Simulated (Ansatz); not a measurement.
Pd: from a starting cell to a relaxed one

The start is a generated cell, Pd built in the AFLOW prototype A_hR3_166_ac (C19, as in Sm). Cell shape, volume and atoms are optimised at zero target pressure with PBE (plane waves to 420 eV, PAW, scalar-relativistic; Ansatz, an electronic-structure program). The first steps use a coarse 14×14×14 k-mesh.

Initial structure:
```
Pd
1.0
    1.38149     0.79760     6.67766
   -1.38149     0.79760     6.67766
    0.00000    -1.59521     6.67766
Pd
3
Direct
  0.00000   0.00000   0.00000
  0.22222   0.22222   0.22222
  0.77778   0.77778   0.77778
```

Q: What pressure does the first self-consistent step give?

A: +8.3 GPa (positive: the cell is compressed).

Q: By how much does the energy per atom fall from start to end?

A: 0.02 eV/atom.

Q: How does the volume change?

A: +4.5 %, from 14.72 to 15.37 Å³/atom.

Q: How do the shortest distances between atoms change?

A: The closest pairs of elements (up to four, under 3.6 Å), start → end: Pd–Pd 2.74 → 2.78 Å.

Q: What band gap does the relaxed structure have at this level?

A: No gap (metallic).

The space group stays R-3m (No. 166) (the run could not lower it); the end is AFLOW prototype A_hR3_166_ac (C19, as in Sm), with 3 atoms in the primitive cell. Final values are on a 19×19×19 k-mesh of the relaxed cell. No spin polarisation in the result. A magnetic state may lie lower.

The run could not lose the symmetry of its start: the end is stationary, and may be a saddle point rather than a minimum.

The relaxed structure here is a generated cell of Pd: the first start was made by placing the elements on the sites of a structure type, and the end was not matched to a known phase here, so it may be hypothetical. Known forms of Pd include space group No. 225.
